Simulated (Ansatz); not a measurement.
Cell and atoms are relaxed with the symmetry kept. Start:

```
Mg O
1.0
     4.82861    0.00000    0.00000
     0.00000    4.82861    0.00000
     0.00000    0.00000    4.82861
Mg O
4 8
Cartesian
  0.0000 2.4143 2.4143
  2.4143 2.4143 0.0000
  2.4143 0.0000 2.4143
  0.0000 0.0000 0.0000
  1.9825 0.4318 4.3968
  0.4318 4.3968 1.9825
  4.3968 1.9825 0.4318
  2.8461 2.8461 2.8461
  1.9825 1.9825 1.9825
  0.4318 2.8461 4.3968
  4.3968 0.4318 2.8461
  2.8461 4.3968 0.4318
```

All numbers below come from DFT r2SCAN, scalar-relativistic, plane waves, PAW (Ansatz).

Cutoff 500 eV; k points 6×6×6 on the computed 12-atom cell (Γ-centred); Gaussian smearing, width 0.02 eV; no spin polarisation.

Question: What does it relax to?

Answer: The volume increases by 0.03 Å³/atom to 9.41 Å³/atom, and the energy falls by 0.4 meV/atom. Final structure:
```
CELL_PARAMETERS angstrom
4.83417 0.00000 0.00000
0.00000 4.83417 0.00000
0.00000 0.00000 4.83417
ATOMIC_POSITIONS crystal
Mg 0.00000 0.50000 0.50000
Mg 0.50000 0.50000 0.00000
Mg 0.50000 0.00000 0.50000
Mg 0.00000 0.00000 0.00000
O 0.41117 0.08883 0.91117
O 0.08883 0.91117 0.41117
O 0.91117 0.41117 0.08883
O 0.58883 0.58883 0.58883
O 0.41117 0.41117 0.41117
O 0.08883 0.58883 0.91117
O 0.91117 0.08883 0.58883
O 0.58883 0.91117 0.08883
```

Course of the relaxation (steps run on the plane waves of an earlier cell, and the basis is chosen afresh near the end, so energy and pressure can step there; trial steps that raised the energy were taken back; energies are free energies):

```json
{"step": "1", "E − E_final (meV/atom)": "0.4", "largest force component (eV/Å)": "0.121", "P (GPa)": "0.16", "V (Å³/atom)": "9.38"}
{"step": "2", "E − E_final (meV/atom)": "0.1", "largest force component (eV/Å)": "0.066", "P (GPa)": "0.09", "V (Å³/atom)": "9.40"}
{"step": "3", "E − E_final (meV/atom)": "0.0", "largest force component (eV/Å)": "0.002", "P (GPa)": "0.01", "V (Å³/atom)": "9.41"}
{"step": "4", "E − E_final (meV/atom)": "0.0", "largest force component (eV/Å)": "0.002", "P (GPa)": "0.01", "V (Å³/atom)": "9.41"}
```